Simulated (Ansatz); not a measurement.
ZrC:
```
CELL_PARAMETERS angstrom
      0.00000     2.35423     2.35423
      2.35423     0.00000     2.35423
      2.35423     2.35423     0.00000
ATOMIC_POSITIONS crystal
  Zr 0.00000 0.00000 0.00000
  C  0.50000 0.50000 0.50000
```

Relaxed with PBE. Special points in fractions of this cell's reciprocal vectors: Γ (0.000, 0.000, 0.000); X (0.500, 0.000, 0.500); U (0.625, 0.250, 0.625); K (0.375, 0.375, 0.750); L (0.500, 0.500, 0.500); W (0.500, 0.250, 0.750).

Task: List the band energies nearest the Fermi level at these points for PBE in the plane-wave PAW code Ansatz.

Result: In eV from the Fermi level; about four levels below and three above (degenerate sets whole), none deeper than 8.9 eV; points with the same levels are listed once.

| k | below | above |
|---|---|---|
| Γ | – | 0.94 0.94 0.94 |
| X | -2.06 -1.73 | 0.06 0.06 4.43 |
| U | -3.02 -2.27 -1.55 | 1.51 4.86 5.37 |
| L | -8.23 -5.26 -2.91 -2.91 | 4.48 4.48 5.31 |
| W | -2.62 -2.33 -2.33 | 3.28 3.28 5.65 |

Space group Fm-3m (rock salt). Symmetry was held in the PBE relaxation. The run is not spin-polarised. Scalar-relativistic: spin–orbit coupling is off unless named, which matters more the heavier the elements.

Potentials: the later of the program's two PAW sets.
